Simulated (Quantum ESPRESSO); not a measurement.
```
AlCl3
1.0
    5.92953     0.00000     0.00000
   -2.96477     5.13513     0.00000
    0.00000     0.00000    15.70000
Al Cl
2 6
Cartesian
  0.00000   0.00000   0.00000
  2.96477   1.71171   0.00000
  4.03131   0.13559   1.32995
  3.79646   3.42342   1.32995
  1.06654   1.57612   1.32995
  4.86300   1.57612  -1.32995
  2.13308   3.42342  -1.32995
  1.89823   0.13559  -1.32995
```

The layer was cut from Materials Project entry mp-25469 and relaxed with PBEsol in a cell 15.7 Å high, with the Coulomb interaction truncated along z.

Question: What does norm-conserving PBEsol (Quantum ESPRESSO, 58 Ry, scalar-relativistic) give for the electronic structure near the Fermi level?

Answer: The PBEsol gap is direct, 5.55 eV at M. The valence-band maximum lies 7.89 eV below the vacuum level. 

This is a model layer cut from the bulk structure; whether it is stable on its own was not checked.
